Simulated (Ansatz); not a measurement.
Relaxed-ion elastic tensor of C in space group Fd-3m (No. 227; C on 32e) in GPa (Voigt order), plane-wave PAW r²SCAN (Ansatz code); density 1.53 g/cm³, 13.05 Å³ per atom.

```csv
,1,2,3,4,5,6
1,201,150,150,0.0,0.0,0.0
2,150,201,150,0.0,0.0,0.0
3,150,150,201,0.0,0.0,0.0
4,0.0,0.0,0.0,71.2,0.0,0.0
5,0.0,0.0,0.0,0.0,71.2,0.0
6,0.0,0.0,0.0,0.0,0.0,71.2
```

Q: Is the crystal mechanically stable?

A: Yes: the smallest eigenvalue of C is 50.4 GPa.

Q: Work out the Voigt, Reuss and Hill averages.

A: K_V = 167, K_R = 167, K_H = 167; G_V = 52.8, G_R = 41.2, G_H = 47.0 GPa.

Q: Give Young's modulus, Poisson's ratio, Pugh's ratio and the universal anisotropy index.

A: E = 9KG/(3K + G) = 129 GPa; ν = 0.37; K/G = 3.55 (ductile by the Pugh limit of 1.75); A_U = 5G_V/G_R + K_V/K_R − 6 = 1.42.

Q: Estimate the sound speeds and the Debye temperature.

A: v_l = √((K + 4G/3)/ρ) = 12300 m/s, v_t = √(G/ρ) = 5540 m/s, mean 6250 m/s; Θ = (h/k)(3n/4πV)^(1/3) v_m = 790 K.

Q: Give the Zener ratio and Young's modulus along [100], [110] and [111].

A: A = 2C44/(C11 − C12) = 2.83; 1/E = S11 − 2(S11 − S12 − S44/2)Γ with Γ = 0, 1/4, 1/3 gives 72.0, 134, 187 GPa.

Q: Solve the Christoffel equation for the three sound speeds along [100], [110], [111].

A: Eigenvalues of C_ijkl n_j n_l equal ρv². In km/s, slowest first: [100] 6.82, 6.82, 11.45; [110] 4.06, 6.82, 12.70; [111] 5.15, 5.15, 13.09.

The start of the workflow was typed in or built on a structure type. Its sites differ from those of the usual phase in this space group: another stacking or structure type. The cell was relaxed with r²SCAN under the symmetry of its start; whether a distortion lowers the energy is not shown.

Potentials: the later of the program's two PAW sets.
